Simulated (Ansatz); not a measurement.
**Field gradients of FeGe from run to run**

Cell of run 1: an entry of the Crystallography Open Database (COD), atoms as given.

Space group P2_13 (No. 198); a = 4.6890 Å.

```
site  Wyckoff  site symmetry       x       y       z
  Fe       4a            .3.  0.1350  0.1350  0.1350
  Ge       4a            .3.  0.8420  0.8420  0.8420
```

One atom of each set is listed.

Relaxed positions (PBE, cell held):

Fe (0.1336, 0.1336, 0.1336)
Ge (0.8413, 0.8413, 0.8413)

All runs are DFT with Ansatz 0.2.0 (plane waves and PAW, scalar-relativistic unless spin–orbit coupling is named, Γ-centred meshes, Fermi–Dirac smearing where given) in this cell. Start moments of run 1 as typed (μB): 3 on each Fe, none on the rest.

Run 1: PBE, parallel start moments, atoms as given; 420 eV, 7×7×7 k-points, smearing 0.05 eV.
Run 2: PBE, parallel start moments, atoms relaxed; 420 eV, 7×7×7 k-points, smearing 0.05 eV.
Run 3: r2SCAN, parallel start moments, at the relaxed atoms; 500 eV, 7×7×7 k-points, smearing 0.05 eV.

```tsv
run	Fe V_zz (η)	Ge V_zz (η)	absolute moment (μB)
1	-0.37 (0.00)	-8.20 (0.00)	5.4
```

The results of the other runs, out of order. V_zz in 10²¹ V/m².

| result | Fe V_zz (η) | Ge V_zz (η) | absolute moment (μB) |
| --- | --- | --- | --- |
| A | -1.45 (0.00) | -7.55 (0.00) | 9.9 |
| B | -0.32 (0.00) | -8.56 (0.00) | 5.3 |

(1) Which result belongs to which run?

## Answers

(1) A is run 3, B is run 2. Taken one at a time, the functional (r2SCAN with its higher cutoff) moves the tensors on these sites by up to 1.13 (largest principal value of the change, on Fe), the positions of the atoms (as given or relaxed) by 0.36 (Ge). The absolute moment differs between the runs, so they don't all stand in one spin state.

With these PAW files V_zz is typically within 2 to 3 % of all-electron values, but misses above 10 % occur on Fe. The magnetic order is the one that the run reached from its start moments, not necessarily the measured one. In run 3 the program didn't check the stability of the electronic state in full, so a lower one may lie near. In runs 1, 2, 3 there is no gap above 0.1 eV, so the gradients can move by 10 % or more with the k-mesh. In run 3 the atoms aren't at the calculated equilibrium (largest force 0.35 eV/Å). Runs 1, 2: The run lost most of its start moments on Fe; a state with other moments may lie lower.
